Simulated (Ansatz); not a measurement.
CrIr$_{3}$ (Cu3Au type, space group No. 221), r²SCAN (plane waves, PAW; program Ansatz), all energies at zero smearing, with the estimated change up to a 700 eV cutoff added, with one set of potentials and settings (totals compare only within such a set). Cell of 4 atoms (1 Cr, 3 Ir): -39229.893 eV.

```
element                             reference phase  E (eV/atom)
-------  ------------------------------------------  -----------
Cr       Im-3m, 2 atoms in the cell, spin-polarised   -3382.7158
Ir                       Fm-3m, 1 atoms in the cell  -11948.7272
```

Formation energy per atom, worked out: (-39229.893 − 1×(-3382.7158) − 3×(-11948.7272))/4 = -0.249 eV/atom (-24 kJ per mol of atoms), at 0 K, without zero-point energy or fitted corrections.

Space group Pm-3m (Cu3Au type). The first step of the workflow began from a Materials Project structure, measured or hypothetical; the Crystallography Open Database copy checked does not list it. With Cr and Ir taken as one species the cell has the higher symmetry Fm-3m, so it may be an ordered model of a mixed-site phase. Its standing as an ambient phase is unchecked. Symmetry was held in the r²SCAN relaxation, as lowered by the spin order; its stability against distortions is not shown here. The final state is ferrimagnetic, chosen from 4 collinear starts compared on coarse meshes (ties went to the first, and starts can fall back to one state), not a proven ground state. Other orbital occupations within this spin state were not tried. The references are the lowest solids computed at this level, not always the standard phases. Spin–orbit coupling is left out wherever it is not named.

Potentials: the later of the program's two PAW sets.
